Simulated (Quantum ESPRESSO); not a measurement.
Pd6GaLi, input and log of a self-consistent run

Computed values, not a measurement. The program is pw.x of Quantum ESPRESSO 7.5 (plane-wave density functional theory). The cell is made up: eight metal atoms on a hexagonal close-packed lattice, with elements, volume, strain and displacements drawn at random and not relaxed, so it may be unstable or far from any real phase. PseudoDojo standard norm-conserving files set the functional (PBE unless stated); there is no spin polarisation or spin-orbit coupling, the Fermi-Dirac width of 0.25 eV means electrons at about 2900 K, and the masses in the input are unused placeholders. A spin test at this wide smearing found no moment, but such smearing suppresses magnetism that the real alloy may have.

Input:

```
&control calculation='scf', pseudo_dir='./dojo.nc.sr.pbe.v0_5.standard.upf', outdir='./o', disk_io='minimal', tprnfor=.true., tstress=.true. /
&system ibrav=0, nat=8, ntyp=3, nbnd=79, ecutwfc=87.97787729, nosym=.true., tot_charge=0,
 occupations='smearing', smearing='fd', degauss=0.0183746611
/
&electrons conv_thr=1.470e-08, electron_maxstep=70, mixing_beta=0.5 /
ATOMIC_SPECIES
Ga 1.0 Ga.upf
Li 1.0 Li.upf
Pd 1.0 Pd.upf
CELL_PARAMETERS angstrom
-2.8928 -0.0077 -0.0257
-0.028 4.8992 -4.5457
-0.0547 -4.9594 -4.6104
ATOMIC_POSITIONS angstrom
Pd -0.0849 -0.1031 0.0026
Pd -0.0128 1.7096 -2.2421
Pd -0.0246 -0.0564 -4.6343
Pd -0.0886 1.5037 -6.7895
Ga -1.5142 -0.9066 -2.3236
Li -1.5384 -2.4907 -4.5144
Pd -1.4914 -0.8722 -6.9398
Pd -1.4431 2.4425 -4.5062
K_POINTS automatic
8 4 4 1 1 1
```

The log is shortened where brackets say so; the opening notice, blank lines, dates and the lines on written files are dropped, and the path of the files is cut. It prints rydbergs, bohrs and kilobars, and counts compression as positive stress. Its total energy is the free energy E - TS of the whole cell.

```
     Program PWSCF v.7.5
     Parallel version (MPI & OpenMP), running on       4 processor cores
     Number of MPI processes:                 4
     Threads/MPI process:                     1
     [start-up lines left out]
     bravais-lattice index     =            0
     lattice parameter (alat)  =       5.4668  a.u.
     unit-cell volume          =     880.9560 (a.u.)^3
     number of atoms/cell      =            8
     number of atomic types    =            3
     number of electrons       =       124.00
     number of Kohn-Sham states=           79
     kinetic-energy cutoff     =      87.9779  Ry
     charge density cutoff     =     351.9115  Ry
     scf convergence threshold =      1.5E-08
     mixing beta               =       0.5000
     number of iterations used =            8  plain     mixing
     Exchange-correlation= PBE
                           (   1   4   3   4   0   0   0)
     [axes and pseudopotential details left out]
   Cartesian axes
     site n.     atom                  positions (alat units)
         1        Pd     tau(   1) = (  -0.0293475  -0.0356387   0.0008987  )
         2        Pd     tau(   2) = (  -0.0044246   0.5909591  -0.7750289  )
         3        Pd     tau(   3) = (  -0.0085035  -0.0194958  -1.6019430  )
         4        Pd     tau(   4) = (  -0.0306264   0.5197854  -2.3469331  )
         5        Ga     tau(   5) = (  -0.5234150  -0.3133853  -0.8032011  )
         6        Li     tau(   6) = (  -0.5317802  -0.8609627  -1.5604970  )
         7        Pd     tau(   7) = (  -0.5155337  -0.3014942  -2.3988874  )
         8        Pd     tau(   8) = (  -0.4988378   0.8443014  -1.5576625  )
     number of k points=    64  Fermi-Dirac smearing, width (Ry)=  0.0184
                       cart. coord. in units 2pi/alat
        k(    1) = (  -0.0618077   0.0006821  -0.0784352), wk =   0.0312500
        k(    2) = (  -0.0609162  -0.0721654  -0.1569533), wk =   0.0312500
     [further k points left out]
     Dense  grid:    98229 G-vectors     FFT dimensions: (  36,  75,  80)
     Estimated max dynamical RAM per process >     403.35 MB
     Estimated total dynamical RAM >       1.51 GB
     Initial potential from superposition of free atoms
     starting charge     123.9917, renormalised to     124.0000
     Starting wfcs are   65 randomized atomic wfcs +   14 random wfcs
     total cpu time spent up to now is        5.7 secs
     per-process dynamical memory:   333.1 Mb
     Self-consistent Calculation
     iteration #  1     ecut=    87.98 Ry     beta= 0.50
     Davidson diagonalization with overlap
     ethr =  1.00E-02,  avg # of iterations =  3.8
     total cpu time spent up to now is       22.4 secs
     total energy              =   -1791.35066859 Ry
     estimated scf accuracy    <       4.31653557 Ry
     iteration #  2     ecut=    87.98 Ry     beta= 0.50
     Davidson diagonalization with overlap
     ethr =  3.48E-03,  avg # of iterations =  3.3
     total cpu time spent up to now is       39.2 secs
     total energy              =   -1792.15796454 Ry
     estimated scf accuracy    <      10.21657550 Ry
     iteration #  3     ecut=    87.98 Ry     beta= 0.50
     Davidson diagonalization with overlap
     ethr =  3.48E-03,  avg # of iterations =  2.2
     total cpu time spent up to now is       54.6 secs
     total energy              =   -1793.28185869 Ry
     estimated scf accuracy    <       0.56829930 Ry
     iteration #  4     ecut=    87.98 Ry     beta= 0.50
     Davidson diagonalization with overlap
     ethr =  4.58E-04,  avg # of iterations =  2.4
     total cpu time spent up to now is       69.2 secs
     total energy              =   -1793.36031267 Ry
     estimated scf accuracy    <       0.80922901 Ry
     iteration #  5     ecut=    87.98 Ry     beta= 0.50
     Davidson diagonalization with overlap
     ethr =  4.58E-04,  avg # of iterations =  1.1
     total cpu time spent up to now is       82.1 secs
     total energy              =   -1793.39959117 Ry
     estimated scf accuracy    <       0.28443328 Ry
     [iterations 6 to 14 left out]
     iteration # 15     ecut=    87.98 Ry     beta= 0.50
     Davidson diagonalization with overlap
     ethr =  9.29E-10,  avg # of iterations =  2.0
     total cpu time spent up to now is      219.0 secs
     total energy              =   -1793.41687627 Ry
     estimated scf accuracy    <       0.00000343 Ry
     iteration # 16     ecut=    87.98 Ry     beta= 0.50
     Davidson diagonalization with overlap
     ethr =  9.29E-10,  avg # of iterations =  1.0
     total cpu time spent up to now is      231.2 secs
     total energy              =   -1793.41687651 Ry
     estimated scf accuracy    <       0.00000004 Ry
     iteration # 17     ecut=    87.98 Ry     beta= 0.50
     Davidson diagonalization with overlap
     ethr =  3.44E-11,  avg # of iterations =  2.0
     total cpu time spent up to now is      245.5 secs
     total energy              =   -1793.41687651 Ry
     estimated scf accuracy    <       0.00000002 Ry
     iteration # 18     ecut=    87.98 Ry     beta= 0.50
     Davidson diagonalization with overlap
     ethr =  1.37E-11,  avg # of iterations =  2.0
     total cpu time spent up to now is      260.2 secs
     total energy              =   -1793.41687651 Ry
     estimated scf accuracy    <       0.00000009 Ry
     iteration # 19     ecut=    87.98 Ry     beta= 0.50
     Davidson diagonalization with overlap
     ethr =  1.37E-11,  avg # of iterations =  2.0
     total cpu time spent up to now is      273.7 secs
     End of self-consistent calculation
     [lines on levels left out]
!    total energy              =   -1793.41687651 Ry
     estimated scf accuracy    <          4.0E-09 Ry
     smearing contrib. (-TS)   =      -0.10160607 Ry
     internal energy E=F+TS    =   -1793.31527044 Ry
     The total energy is F=E-TS. E is the sum of the following terms:
     one-electron contribution =    -774.04865057 Ry
     hartree contribution      =     457.71697179 Ry
     xc contribution           =    -299.08955019 Ry
     ewald contribution        =   -1177.89404147 Ry
     convergence has been achieved in  19 iterations
     Forces acting on atoms (cartesian axes, Ry/au):
     atom    1 type  3   force =     0.01294237    0.02332561   -0.03236528
     atom    2 type  3   force =     0.00138198   -0.03247750    0.00804021
     atom    3 type  3   force =    -0.00048093   -0.01601068    0.04660867
     atom    4 type  3   force =     0.00282076    0.03966506   -0.02207210
     atom    5 type  1   force =     0.00039718    0.01383879    0.01078908
     atom    6 type  2   force =     0.00117200   -0.00994019   -0.01236752
     atom    7 type  3   force =    -0.00873336   -0.00152947    0.02626861
     atom    8 type  3   force =    -0.00950000   -0.01687162   -0.02490166
     Total force =     0.098502     Total SCF correction =     0.000318
     Computing stress (Cartesian axis) and pressure
          total   stress  (Ry/bohr**3)                   (kbar)     P=      -69.45
  -0.00053268   0.00002249  -0.00005384          -78.36        3.31       -7.92
   0.00002249  -0.00049011   0.00000179            3.31      -72.10        0.26
  -0.00005384   0.00000179  -0.00039347           -7.92        0.26      -57.88
     init_run     :      4.95s CPU      5.18s WALL (       1 calls)
     electrons    :    261.80s CPU    268.01s WALL (       1 calls)
     forces       :      2.00s CPU      2.00s WALL (       1 calls)
     stress       :      6.95s CPU      6.95s WALL (       1 calls)
     [timing details left out]
     PWSCF        :   4m36.19s CPU   4m42.74s WALL
     JOB DONE.
```

In other units: free energy -24400.680 eV for the cell, pressure -6.94 GPa, largest force component 1.198 eV/Å in size. The run took 284 s of wall time with four MPI processes on a shared machine (Intel Xeon, 2023 or later, virtual cores), so the time is rough. A rerun of this cell at a higher cutoff and on a denser mesh moved values by no more than 0.016 eV in energy, 0.22 GPa in stress and 0.005 eV/Å in force, and a second program with other atomic files agreed on that cell to 2 % rms in force and 0.5 GPa in pressure.